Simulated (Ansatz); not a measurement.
The relaxed structure here is a generated cell of GeS: the first start was made by placing the elements on the sites of a structure type, and the end was not matched to a known phase here, so it may be hypothetical.

A structure of GeS relaxed with PBEsol (plane waves to 420 eV, PAW, scalar-relativistic; Ansatz, a first-principles code); single points at other levels follow on the same geometry (Ansatz, PAW; HSE06 at 420 eV on a 6×6×4 k-mesh; no spin-orbit coupling). Space group P6₃/mmc (No. 194).

```xyz
4
Lattice="4.5185 0.0000 0.0000 -2.2592 3.9131 0.0000 0.0000 0.0000 5.3694" Properties=species:S:1:pos:R:3 pbc="T T T"
Ge     0.0000     2.6087     1.3423
Ge     2.2592     1.3044     4.0270
S      0.0000     2.6087     4.0270
S      2.2592     1.3044     1.3423
```

| level | gap (eV) | kind | conduction minimum |
|---|---|---|---|
| PBEsol | 0.33 | indirect | 67 % of the way from K to Γ |
| HSE06 | 0.78 | – | k = (0.1111, 0.1111, 0) |

HSE06 gaps come from a coarse mesh plus a few chosen points, so they may be too large. No spin polarisation in the result.

The run could not lose the symmetry of its start: the end is stationary, and may be a saddle point rather than a minimum.

All atoms sit on sites fixed by symmetry, so only the cell could relax.
